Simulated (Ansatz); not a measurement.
# A trial form of Mg3Cd2Te3

All numbers below come from DFT PBE, scalar-relativistic, plane waves, PAW (Ansatz 0.2.0). Cutoff 420 eV, Gaussian smearing, Γ-centred meshes. Cell and atoms relax first on a coarse mesh, the cell is then made exact in the group found at 0.06 to 0.08 Å, and last on a converged mesh; the steps can't lower the symmetry of their start. No spin polarisation.

The guess for Mg3Cd2Te3 was proposed by analogy with related compounds (P4/mmm, No. 123). Its size is a guess.

```
Mg Cd Te
1.0
     4.17000    0.00000    0.00000
     0.00000    4.17000    0.00000
     0.00000    0.00000   11.10000
Mg Cd Te
3 2 3
Cartesian
  2.0850 2.0850 8.1474
  0.0000 0.0000 0.0000
  2.0850 2.0850 2.9526
  0.0000 2.0850 5.5500
  2.0850 0.0000 5.5500
  0.0000 0.0000 8.1474
  2.0850 2.0850 0.0000
  0.0000 0.0000 2.9526
```

Formation energies are uncorrected and refer to the elements' standard structures at the same level.

Problem. What does it relax into?

Solution. The symmetry stays P4/mmm (No. 123). The volume per atom grows by 15.6 %, from 24.1 to 27.9 Å³. The shortest distance goes from 2.95 Å (Mg–Te and Cd–Cd) to 2.89 Å (Mg–Te). The ratio c/a of the conventional cell changes by a factor of 1.15. Conventional cell: a = 4.179 Å, c = 12.779 Å. Mg on a site of symmetry 4mm has 5 Te at 2.89–2.96 Å; around Mg on a site of symmetry 4/mmm lie 6 Te at 2.95–3.08 Å; Cd is surrounded by 4 Cd at 2.95 Å; Te on a site of symmetry 4mm has 5 Mg at 2.96–3.08 Å; Te on a site of symmetry 4/mmm is surrounded by 6 Mg at 2.89–2.95 Å.

```xyz
8
Lattice="4.1786 0.0000 0.0000 0.0000 4.1786 0.0000 0.0000 0.0000 12.7794" Properties=species:S:1:pos:R:3 pbc="T T T"
Mg    2.0893    2.0893    9.8848
Mg    0.0000    0.0000    0.0000
Mg    2.0893    2.0893    2.8946
Cd    0.0000    2.0893    6.3897
Cd    2.0893    0.0000    6.3897
Te    0.0000    0.0000    9.7017
Te    2.0893    2.0893    0.0000
Te    0.0000    0.0000    3.0777
```

Problem. Give its energy and gap.

Solution.

| Quantity | Value |
| --- | --- |
| Formation energy | −0.50 eV/atom |
| Gap on the 8×8×4 mesh of the 8-atom cell | 0 eV (a metal) |

The last run used Gaussian smearing of 0.10 eV. Spin–orbit coupling, which can matter for Te, is left out. The reference form of Te is held partly by dispersion forces, which this level lacks. A later test with randomly moved atoms led to a structure 25 meV/atom lower, so this end is a saddle point or a shallow minimum. Another cell of the same search, in I4/mmm, lies 25 meV/atom lower, so this cell isn't the stable form at this level.
